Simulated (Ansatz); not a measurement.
**Replacing Cd by In in Ca2Cd**

```
CELL_PARAMETERS angstrom
7.28678 0.00000 0.00000
0.00000 5.38000 0.00000
0.00000 0.00000 10.00617
ATOMIC_POSITIONS crystal
Ca 0.03433 0.25000 0.70169
Ca 0.46567 0.75000 0.20169
Ca 0.53433 0.25000 0.79831
Ca 0.96567 0.75000 0.29831
Cd 0.22444 0.25000 0.38657
Cd 0.27556 0.75000 0.88657
Cd 0.72444 0.25000 0.11343
Cd 0.77556 0.75000 0.61343
Ca 0.17390 0.25000 0.06482
Ca 0.32610 0.75000 0.56482
Ca 0.67390 0.25000 0.43518
Ca 0.82610 0.75000 0.93518
```

All energies were calculated with Ansatz 0.2.0 (r2SCAN; 500 eV; 4×5×3 Γ-centred mesh; cold occupations of width 0.102 eV). Spin: none. Single points at fixed atoms.

Now every Cd is replaced by In on the same fractional sites, and the cell goes from 32.69 to 31.84 Å³ an atom (a = 7.223 Å, b = 5.333 Å, c = 9.919 Å, α = 90.00°, β = 90.00°, γ = 90.00°; 5×7×4 Γ-centred mesh, gaussian occupations of width 0.045 eV).

Question: What changes?

Answer: The runs give:

| quantity | Ca2Cd | Ca2In |
| --- | --- | --- |
| pressure (GPa) | -0.2 | 0.3 |
| formation energy (eV/atom) | -0.257 | -0.466 |

Mean Bader charges in e: Cd -2.44 becomes In -2.51; Ca +1.22 → +1.26. In is about as electronegative as Cd (Pauling 1.78 against 1.69), and the charges barely move. Neither shows a clear gap on its mesh. At these unrelaxed cells the formation energy of Ca2In is the lower, by 0.21 eV an atom.

Origins: Ca2Cd, a known structure type with other elements put in, at an estimated volume; Ca2In, a database entry at a slightly scaled volume. An invented cell need not be a known compound.

Caveats: atoms and cells are not relaxed; pressure is positive in compression; a dash marks a value that doesn't apply or isn't given.
